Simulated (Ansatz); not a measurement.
ZrGeS in space group P4/nmm (No. 129; Zr on 2c, Ge on 2a, S on 2c), the program Ansatz at the r²SCAN level (PAW), all energies at zero smearing, with the estimated change up to a 700 eV cutoff added, with one set of potentials and settings (totals compare only within such a set). Cell of 6 atoms (2 Zr, 2 Ge, 2 S): -18815.373 eV.

```
element                reference phase  E (eV/atom)
-------  -----------------------------  -----------
Zr       P6_3/mmc, 2 atoms in the cell   -4195.0260
Ge          Fd-3m, 2 atoms in the cell   -4302.9041
S           P2/c, 32 atoms in the cell    -905.8156
```

Formation energy per atom, worked out: (-18815.373 − 2×(-4195.0260) − 2×(-4302.9041) − 2×(-905.8156))/6 = -1.314 eV/atom (-127 kJ per mol of atoms), at 0 K, without zero-point energy or fitted corrections.

The workflow started from a Materials Project entry (that database holds measured and hypothetical structures alike); the Crystallography Open Database files this formula in space group No. 129, but the cells were not matched. Its standing as an ambient phase is unchecked. The cell was relaxed with r²SCAN under the symmetry of its start; whether a distortion lowers the energy is not shown. No spin polarisation was allowed. The references are the lowest solids computed at this level, not always the standard phases.

Potentials: the later of the program's two PAW sets.
